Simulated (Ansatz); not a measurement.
Total density of states per atom from plane-wave PAW r²SCAN (Ansatz code), in 0.25 eV bins, energy from the Fermi level:

```tsv
E (eV)	states/eV/atom
-7.85	0.24
-7.60	0.41
-7.35	0.10
-7.10	0.12
-6.85	0.14
-6.60	0.27
-6.35	0.79
-6.10	0.80
-5.85	0.88
-5.60	0.32
-5.35	0.25
-5.10	0.70
-4.85	1.45
-4.60	1.87
-4.35	1.80
-4.10	1.33
-3.85	1.52
-3.60	1.60
-3.35	1.43
-3.10	1.71
-2.85	1.26
-2.60	1.78
-2.35	1.91
-2.10	2.23
-1.85	1.79
-1.60	1.00
-1.35	1.05
-1.10	1.34
-0.85	0.80
-0.60	0.35
-0.35	0.16
-0.10	0.11
0.15	0.16
0.40	0.27
0.65	0.55
0.90	0.46
1.15	0.40
1.40	0.38
1.65	0.39
1.90	0.33
2.15	0.30
2.40	0.29
2.65	0.31
2.90	0.17
3.15	0.15
3.40	0.16
3.65	0.16
3.90	0.23
4.15	0.30
4.40	0.37
4.65	0.37
```

Task: Pick the material that matches.
(A) GaAu, Pnma (Ga on 4c, Au on 4c)
(B) GaAsPd5, P4/mmm (Ga on 1c, As on 1b, Pd on 4i, Pd on 1a)
(C) GdGa2, P6/mmm (Gd on 1a, Ga on 2d)
(D) In3Pd5, Pbam (Pearson symbol oP16)

Result: B, GaAsPd5, P4/mmm (Ga on 1c, As on 1b, Pd on 4i, Pd on 1a). Within 0.5 eV of the Fermi level: Pd 4d 48 %, As 4p 23 %, Ga 4p 15 %, outside the projected shells 7 %. Projections are on Löwdin-orthogonalised atomic valence shells; empty p or d shells of many metals are not among them.

The workflow started from a Materials Project entry (that database holds measured and hypothetical structures alike); the Crystallography Open Database copy checked does not list it. Its standing as an ambient phase is unchecked. The r²SCAN relaxation kept the symmetry of its start; its stability against distortions is not shown here. The run is not spin-polarised. Scalar-relativistic: spin–orbit coupling is off unless named, which matters more the heavier the elements.

Potentials: the later of the program's two PAW sets.
